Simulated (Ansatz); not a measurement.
## MgB₂: frozen-core PAW against all-electron methods

```yaml
crystal:
  lattice:
    - [3.10543, 0.00000, 0.00000]
    - [-1.55272, 2.68938, 0.00000]
    - [0.00000, 0.00000, 3.54633]
  atoms:
    - { symbol: Mg, position: [0.00000, 0.00000, 0.00000] }
    - { symbol: B, position: [0.33333, 0.66667, 0.50000] }
    - { symbol: B, position: [0.66667, 0.33333, 0.50000] }
```

Atom numbers follow the list: Mg1, B2, B3.

The cell comes from COD entry 1000026, which wasn't checked; take it as a given geometry. The listed cell was then made from it by scaling, straining or moving an atom.

All numbers are computed: DFT, LDA, PAW with Ansatz's default frozen-core files, scalar-relativistic (Ansatz 0.2.0); DFT, LDA, all-electron LAPW, scalar-relativistic (Ansatz 0.2.0).

For PAW: a Γ-centred 12×12×9 k mesh, Fermi–Dirac smearing of 0.05 eV, cutoff 420 eV, no spin polarisation; the PAW files were made with PBE, and the program remakes their frozen cores for this functional. LAPW targets a basis error of 0.5 meV/atom. The Ansatz runs share mesh, smearing and spin set-up. Plane-wave (PAW) pressures include the program's estimate of the Pulay term.

Stress and pressure are positive in compression.

The change that made this cell: volume scaled by 1.02.

PAW results:

```tsv
quantity	PAW
pressure (GPa)	-10.19
stress xx (GPa)	-11.01
stress zz (GPa)	-8.56
```

Q: What does full-potential LAPW give for the same quantities?

A: 
```csv
quantity,LAPW
pressure (GPa),-10.20
stress xx (GPa),-11.03
stress zz (GPa),-8.53
```
